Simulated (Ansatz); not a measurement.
Space group Pm-3m (No. 221). a = 4.861 Å, b = 4.861 Å, c = 4.861 Å, α = 90.00°, β = 90.00°, γ = 90.00°
| atom | site | symmetry | x | y | z |
| --- | --- | --- | --- | --- | --- |
| Y | 1a | m-3m | 0.0000 | 0.0000 | 0.0000 |
| Pb | 3c | 4/mm.m | 0.0000 | 0.5000 | 0.5000 |

Equation of state of this YPb$_{3}$ structure (not necessarily the ground state), with shape and atoms relaxed at each volume where symmetry leaves them free. It has no gap at any of these volumes. These are results of DFT r2SCAN, scalar-relativistic, plane waves, PAW (Ansatz), not measurements.

Cutoff 500 eV; k points 10×10×10 on the computed 4-atom cell (Γ-centred); Gaussian smearing, width 0.10 eV; no spin polarisation.

```
V (Å³/atom) E − E(largest V) (meV/atom) P (GPa)
     25.271                        46.91     9.32
     26.132                         4.97     6.36
     26.994                       -22.28     3.86
     27.855                       -37.16     1.75
     28.717                       -41.61    -0.02
     29.578                       -37.25    -1.53
     30.440                       -25.43    -2.80
     31.589                         0.00    -4.20
```

Task: Fit a third-order Birch–Murnaghan equation to E(V).

Result: V0 = 28.70 Å³/atom, B0 = 55 GPa, B0' = 4.6.

Spin-orbit coupling is left out, which matters for the bands of heavy elements.

Cost: 8 runs of about 6.9 core-minutes in all, on Arm Neoverse V1 (shared hosts).